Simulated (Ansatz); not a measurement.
**Cd₃Te₂Se: computed properties**

The calculation used Ansatz, DFT PBE, scalar-relativistic, plane waves, PAW.

Plane waves to 420 eV, a k mesh through Γ of 12×12×12 on the computed 6-atom cell and Gaussian smearing (0.02 eV); no spin polarisation.

The structure is relaxed at this level of theory with its symmetry kept, and needn't be the ground state of this composition.

```
Cd Te Se
1.0
    -2.29185    2.29185    9.69496
     2.29185   -2.29185    9.69496
     2.29185    2.29185   -9.69496
Cd Te Se
3 2 1
Cartesian
  0.0000 0.0000 16.0079
  0.0000 0.0000 9.6950
  0.0000 0.0000 3.3820
  2.2918 0.0000 8.0015
  2.2918 0.0000 1.6934
  0.0000 2.2918 4.8475
```

```json
{
 "Space group": "I-4m2 (No. 119)",
 "Volume per atom": "33.95 Å³",
 "Formation energy from the elements' standard states (uncorrected)": "-0.510 eV/atom",
 "Kohn–Sham band gap": "0.46 eV, direct at Γ",
 "Orbital (Löwdin) character of the top 1 eV of the valence band": "Te 5p 72 %, Se 4p 19 %",
 "Orbital (Löwdin) character of the lowest 1 eV of the conduction band": "Cd 5s 51 %, Te 5p 21 %, Te 5s 10 %, Se 4p 9 %, unprojected 4 %",
 "Electron masses at the edge by direction of the standard setting (m_e; one valley, along these axes only; no spin-orbit coupling)": "x: 0.050; y: 0.050; z: 0.052",
 "Hole masses at the edge by direction of the standard setting (m_e; one valley, along these axes only; no spin-orbit coupling)": "x: 3.4, 0.047; y: 3.4, 0.047; z: 0.68, 0.68",
 "Bader charge by site (e)": "Cd (2 in the cell) 0.62, Cd (1 in the cell) 0.52, Te (2 in the cell) -0.52, Se (1 in the cell) -0.73"
}
```

Spin-orbit coupling is left out, which matters for the bands of heavy elements.

The cell was found from a structure generator's guess, not taken from experiment. Kohn–Sham gaps at this level usually fall short of measured ones. Löwdin shares on free-atom orbitals overweight diffuse shells in the empty bands.
